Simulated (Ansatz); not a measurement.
The elements of this relaxed trial crystal are hidden behind letters.

```
lattice vectors (Å)
   3.4812    0.0000    0.0000
   0.0000    8.6226    0.0000
   0.0000    0.0000    6.4186
fractional positions
X 0.5000 0.2918 0.1348
X 0.0000 0.7901 0.3646
X 0.5000 0.7082 0.6348
X 0.0000 0.2099 0.8646
X 0.5000 0.8825 0.0625
X 0.0000 0.3825 0.4385
X 0.5000 0.1175 0.5625
X 0.0000 0.6175 0.9385
Z 0.5000 0.4206 0.7498
Z 0.5000 0.5794 0.2498
Q 0.0000 0.9209 0.7499
Q 0.0000 0.0791 0.2499
```

The calculation used Ansatz, DFT PBE, scalar-relativistic, plane waves, PAW. Cutoff 420 eV, Γ-centred 12×6×6 mesh (12-atom cell), Gaussian smearing of 0.10 eV, no spin polarisation.

- Space group: Pmc2_1 (No. 26)
- Conventional cell: a = 3.481 Å, b = 8.623 Å, c = 6.419 Å
- Volume per atom: 16.06 Å³
- Density: 9.83 g/cm³
- Formation energy: −0.06 eV/atom
- Gap on the 12×6×6 mesh of the 12-atom cell: 0 eV (a metal)

Energies are uncorrected and count from the elements' standard states at the same level.

Problem. X is a p-block element of period 4, Z is a d-block element of period 5 and Q is a d-block element of period 6. Which elements are they?

Solution. X = Ge, Z = Mo, Q = W, so the formula is Ge4MoW. Density times volume gives a mean mass of 9.83 × 16.06/1.6605 = 95.1 u per atom, and this set has 95.1 u. Around Ge on its first site lie 2 Ge at 2.56 Å, 2 Mo at 2.59–2.71 Å, 2 W at 2.63 Å, 2 Ge at 2.73 Å and 1 Ge at 3.13 Å; around Mo lie 8 Ge at 2.59–2.72 Å and 1 Ge at 2.88 Å; W has 8 Ge at 2.60–2.72 Å and 1 Ge at 2.88 Å; 3 more sites not described. Other sets within the hints have nearly the same mass, so mass alone doesn't settle it; this one was computed.

These runs have no spin–orbit coupling, which can matter for W. A later test with randomly moved atoms came back to the same energy, though modes that don't fit the test's cell weren't probed.
